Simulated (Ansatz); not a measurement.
The elements of this relaxed trial crystal are hidden behind letters.

```
lattice vectors (Å)
   3.2484    0.0000    0.0000
  -1.6242    2.8132    0.0000
   0.0000    0.0000    8.8783
fractional positions
X 0.0000 0.0000 0.8179
X 0.0000 0.0000 0.1821
Z 0.0000 0.0000 0.5000
```

Theory: Ansatz, DFT PBE, scalar-relativistic, plane waves, PAW. Plane waves to 420 eV, an 18×18×6 mesh through Γ for the 3-atom cell and 0.10 eV Gaussian smearing; no spin polarisation.

```
Space group                                : P6/mmm (No. 191)
Conventional cell                          : a = 3.248 Å, c = 8.878 Å
Volume per atom                            : 27.04 Å³
Density                                    : 6.48 g/cm³
Energy over the elements                   : +0.11 eV/atom
Gap on the 18×18×6 mesh of the 3-atom cell : 0 eV (a metal)
```

Energies are uncorrected and count from the elements' standard states at the same level.

Q: X is a p-block element of period 5 and Z is a p-block element of period 4. Which elements are they?

A: X = Sn, Z = Se, so the formula is Sn2Se. Density times volume gives a mean mass of 6.48 × 27.04/1.6605 = 105.5 u per atom, and this set has 105.5 u. Around Sn lie 1 Se at 2.82 Å and 7 Sn at 3.23–3.25 Å; Se has 2 Sn at 2.82 Å and 6 Se at 3.25 Å. Other sets within the hints have nearly the same mass, so mass alone doesn't settle it; this one was computed.

Symmetry constrained the relaxation, so the result can be a saddle point. Another cell of Sn2Se relaxed alike, in P4/nmm, lies 0.32 eV/atom lower, so this cell isn't the stable form at this level.
